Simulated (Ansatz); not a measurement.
Relaxed candidate structures of Ba:

A. Im-3m (No. 229), cI2, bcc (W type); a = b = c = 4.879 Å, α = β = γ = 90.00°; Ba 2a (0.000, 0.000, 0.000)

B. Fd-3m, origin choice 1 (No. 227), cF8, diamond type; a = 7.4043 Å, b = 7.4043 Å, c = 7.4043 Å, α = 90.00°, β = 90.00°, γ = 90.00°; Ba 8a (0.000, 0.000, 0.000)

Q: Order them by energy per atom (lowest first) at the level PBEsol (plane waves to 420 eV, PAW, scalar-relativistic; Ansatz, a quantum-chemistry and plane-wave program).

A: A (reference, the lowest of the structures calculated here), B (+0.86 eV/atom)

Each run could gain symmetry but not lose that of its start, so entries can be saddle points. From databases, or of a type measured for this composition: Im-3m, cI2, bcc (W type); the others are generated cells (placed on structure types, drawn at random, substituted or restacked) that were not matched to a known phase here. Static energies at zero pressure. No spin polarisation in the result.
